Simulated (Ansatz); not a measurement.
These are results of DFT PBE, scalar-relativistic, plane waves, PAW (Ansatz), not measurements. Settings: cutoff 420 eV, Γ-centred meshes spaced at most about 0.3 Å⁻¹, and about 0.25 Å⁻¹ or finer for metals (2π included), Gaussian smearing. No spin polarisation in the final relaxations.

Temperature and zero-point effects are left out. All come from trial cells, and lower structures may exist.

Task: Which of these relaxed structures of Sn4As is the lowest in energy?
A.

```
Sn As
1.0
    -3.37717    3.37717    3.37717
     3.37717   -3.37717    3.37717
     3.37717    3.37717   -3.37717
Sn As
4 1
Direct
  0.00000 0.00000 0.50000
  0.50000 0.00000 0.00000
  0.50000 0.50000 0.50000
  0.00000 0.50000 0.00000
  0.00000 0.00000 0.00000
```

B.

```
Sn As
1.0
     5.44018    0.00000    0.00000
     0.00000    5.44018    0.00000
     0.00000    0.00000    5.44018
Sn As
4 1
Direct
  0.50000 0.00000 0.00000
  0.00000 0.50000 0.00000
  0.00000 0.00000 0.50000
  0.50000 0.50000 0.50000
  0.00000 0.00000 0.00000
```

C.

```
Sn As
1.0
     4.46811    0.00000    0.00000
     0.00000    4.46811    0.00000
     0.00000    0.00000    7.31067
Sn As
4 1
Direct
  0.00000 0.50000 0.21420
  0.50000 0.00000 0.78580
  0.00000 0.50000 0.78580
  0.50000 0.00000 0.21420
  0.00000 0.00000 0.50000
```

D.

```
Sn As
1.0
    -3.49488    3.49488    3.08690
     3.49488   -3.49488    3.08690
     3.49488    3.49488   -3.08690
Sn As
4 1
Direct
  0.06322 0.49422 0.00000
  0.49422 0.06322 0.00000
  0.49422 0.49422 0.43100
  0.06322 0.06322 0.56900
  0.88489 0.88489 0.00000
```

Result: C. It has space group P4/mmm (No. 123); the next, D, with space group I4mm (No. 107), lies 20 meV/atom higher. Counting Sn atoms around As (those within 1.25 times the shortest such distance or 1.15 times the sum of covalent radii; a plus sign parts nearer from farther groups; the shortest distance is added where it is long for a bond), the lowest has As 8 from 3.1 Å and the next has As 4+4. Even the lowest lies +0.14 eV/atom against the elements.

A magnetic state wasn't ruled out in cells without spin, among them P4/mmm, I4mm, Im-3m, Pm-3m. Cells relaxed within their symmetry can be saddle points. The I4mm cell of Sn4As came from shaking the Im-3m one. Some structure types and database cells were kept out of the candidates from the start, so a known form may be missing.
